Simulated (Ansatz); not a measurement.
W (bcc (W type), Im-3m) under volume change, PBE (plane waves, PAW; program Ansatz), scaled uniformly.

```tsv
V (Å³/atom)	E − E(relaxed) (meV/atom)	P (GPa)
14.683	146.9	35.08
15.167	61.8	21.58
15.651	___	___
16.135	0.0	0.00
16.619	13.1	-8.46
17.103	49.8	-15.64
17.587	___	___
```

Question: Fill in the missing entries.

Answer: 
- 15.651, E − E(relaxed) (meV/atom): 14.6
- 15.651, P (GPa): 9.94
- 17.587, E − E(relaxed) (meV/atom): 106.5
- 17.587, P (GPa): -21.74

Question: What does a third-order Birch–Murnaghan fit give for V₀, B₀ and B′?

Answer: V₀ = 16.14 Å³/atom, B₀ = 304 GPa, B′ = 4.3.

Symmetry was held in the PBE relaxation. The run is not spin-polarised. Spin–orbit coupling is left out wherever it is not named.

Potentials: the earlier of the program's two PAW sets.
